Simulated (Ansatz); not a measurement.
Polymorphs of In, each relaxed with PBE in the plane-wave PAW code Ansatz:

A: body-centred tetragonal (I4/mmm)
a = b = 3.453 Å, c = 4.604 Å, α = β = γ = 90.00°

| atom | site | symmetry | x | y | z |
|---|---|---|---|---|---|
| In | 2a | 4/mmm | 0.0000 | 0.0000 | 0.0000 |

B: body-centred tetragonal (I4/mmm)
a = 3.936 Å, b = 3.936 Å, c = 3.578 Å, α = 90.00°, β = 90.00°, γ = 90.00°

| atom | site | symmetry | x | y | z |
|---|---|---|---|---|---|
| In | 2a | 4/mmm | 0.0000 | 0.0000 | 0.0000 |

### Question
Rank these by energy per atom at 0 K (lowest first), as PBE gives it.

### Answer
A (+0 meV/atom), B (+11 meV/atom)

Relaxed far from the usual cell of the phase: A; B. All cells were relaxed under the symmetry of their starts (and spin orders); stability against distortions was not tested throughout. Scalar-relativistic: spin–orbit coupling is off unless named, which matters more the heavier the elements.

Energies hold the estimated change up to a 700 eV cutoff; steps of a few meV lie near the error of the meshes.

Potentials: the later of the program's two PAW sets.
